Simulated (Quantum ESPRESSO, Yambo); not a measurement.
**Quasiparticle gap of PdZnF₆**

```cif
data_F18Pd3Zn3
_chemical_formula_sum 'F18 Zn3 Pd3'
_space_group_name_H-M_alt 'R-3 :H'
_space_group_IT_number 148
_space_group_name_Hall '-R 3'
_cell_length_a 4.93698
_cell_length_b 4.93698
_cell_length_c 13.66686
_cell_angle_alpha 90.000
_cell_angle_beta 90.000
_cell_angle_gamma 120.000
loop_
_atom_site_label
_atom_site_type_symbol
_atom_site_symmetry_multiplicity
_atom_site_Wyckoff_symbol
_atom_site_fract_x
_atom_site_fract_y
_atom_site_fract_z
_atom_site_occupancy
F1 F 18 f 0.01292 0.32297 0.08205 1
Zn1 Zn 3 b 0.00000 0.00000 0.50000 1
Pd1 Pd 3 a 0.00000 0.00000 0.00000 1
```
(The calculation used a cell of 8 atoms; values per cell refer to that cell.)

The geometry is that of Materials Project entry mp-13983, symmetrised and not relaxed again.

Starting point: PBEsol (pw.x of Quantum ESPRESSO, ONCV potentials, without SOC). G0W0 in Yambo: 4×4×4 Γ-centred k mesh, bands 9 to 161 and a 7 Ry block in the screening, 161 bands in G with the Bruneval-Gonze terminator, plasmon pole fitted at 27.2 eV.

- PBEsol gap along the band path: 1.63 eV
- PBEsol gap between the mesh's edge points (F → F): 1.63 eV
- G0W0 gap between the same points: 3.99 eV

```csv
k point,band,E PBEsol (eV),E QP (eV),shift (eV),Z
Γ,VB,-0.20,-1.29,-1.10,0.78
Γ,CB,2.24,3.62,1.38,0.78
L,VB,-0.20,-1.29,-1.09,0.77
L,CB,1.76,3.14,1.38,0.79
F,VB,0.00,-1.11,-1.11,0.78
F,CB,1.63,2.88,1.26,0.79
Z,VB,-0.40,-1.43,-1.04,0.78
Z,CB,1.85,3.25,1.40,0.78
```

Energies count from the PBEsol valence-band maximum.

Nearest settings tried, and what they do to the gap: 112 bands in G: +3 meV; 3 Ry block (65 vectors against 205): +306 meV; 2×2×2 mesh: -23 meV. Not varied: bands in W. So the settings aren't converged at that level. Oxides, nitrides and fluorides with a shallow 3d shell are known to need far more bands and larger blocks.

Spin-orbit splittings are left out.
